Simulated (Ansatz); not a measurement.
Data:

Starting cell, Hf (hcp, Mg type):

```
CELL_PARAMETERS angstrom
      6.40825     0.00000     0.00000
     -1.60206     2.77485     0.00000
      0.00000     0.00000     5.06894
ATOMIC_POSITIONS crystal
  Hf 0.16667 0.66667 0.75000
  Hf 0.66667 0.66667 0.75000
  Hf 0.33333 0.33333 0.25000
  Hf 0.83333 0.33333 0.25000
```

A phonon eigenvector at M = (0.5, 0.0, 0.0) is frozen into this cell: atom i moves by Q times the vector below, so Q is the largest atomic displacement, in Å. The cell is held. (q is in reciprocal vectors of the primitive cell; the cell shown is doubled to hold the pattern.)

```tsv
atom	x	y	z
Hf1	-0.866	-0.500	0.000
Hf2	0.866	0.500	0.000
Hf3	-0.866	-0.500	0.000
Hf4	0.866	0.500	0.000
```

Computed with PBE (plane waves to 420 eV, PAW, scalar-relativistic; Ansatz, an electronic-structure program). k mesh 17×17×9 (Γ-centred), Fermi-Dirac smearing 0.05 eV. E stands for the smeared free energy. With partly filled bands, energies and forces of such displacements shift with the k mesh and the smearing. Hf is run without spin polarisation. Hf was relaxed with its symmetry unable to fall. Spin-orbit coupling is left out, though Hf is heavy. The PAW data are Ansatz's earlier set. The zero of ΔE is the undisplaced structure.

The scan covers Q from -0.180 to 0.180 Å in 13 points.

Q: Which space group does the distorted structure have?

A: Pmma (No. 51), lowered from P6_3/mmc.

Q: Is this a single well or a double well?

A: A single well with its minimum at or next to zero displacement.

Q: What is the energy change at Q = 0.180 Å?

A: 707 meV/cell.

Q: What harmonic wavenumber does the curvature at Q = 0 give?

A: 135 cm⁻¹.

(For displaced atoms, the force is minus the slope of the energy, and its curvature is a force constant, which sets phonon frequencies.)
